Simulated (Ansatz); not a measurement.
GaAs:
```xyz
2
Lattice="3.3428 0.0000 0.0000 0.0000 3.3428 0.0000 0.0000 0.0000 3.3428" Properties=species:S:1:pos:R:3 pbc="T T T"
Ga     0.0000     0.0000     0.0000
As     1.6714     1.6714     1.6714
```

Relaxed with r²SCAN. Special points in fractions of this cell's reciprocal vectors: Γ (0.000, 0.000, 0.000); X (0.000, 0.500, 0.000); M (0.500, 0.500, 0.000); R (0.500, 0.500, 0.500).

List the band energies nearest the Fermi level at these points for the program Ansatz at the r²SCAN with spin–orbit coupling level (PAW).

In eV from the Fermi level; about four levels below and three above (degenerate sets whole), none deeper than 8.9 eV; … stands for higher levels left out; points with the same levels are listed once.

```csv
k,below,above
Γ,-0.66 -0.66 -0.66 -0.66,5.26 5.26 5.26 5.26
X,-8.69 -8.69,1.23 1.23 1.49 1.49
M,-5.47 -5.47 -4.83 -4.83,2.34 2.34 7.39 7.39
R,-0.35 -0.35 -0.35 -0.35,20.81 20.81 …
```

Space group Pm-3m (CsCl type). A made-up cell: these elements were put on the sites of a structure type; neither database checked (COD, Materials Project) lists it. It is not the phase usual at ambient conditions (space group No. 216). Symmetry was held in the r²SCAN relaxation. At this level the phase is mechanically unstable.

Potentials: the later of the program's two PAW sets.
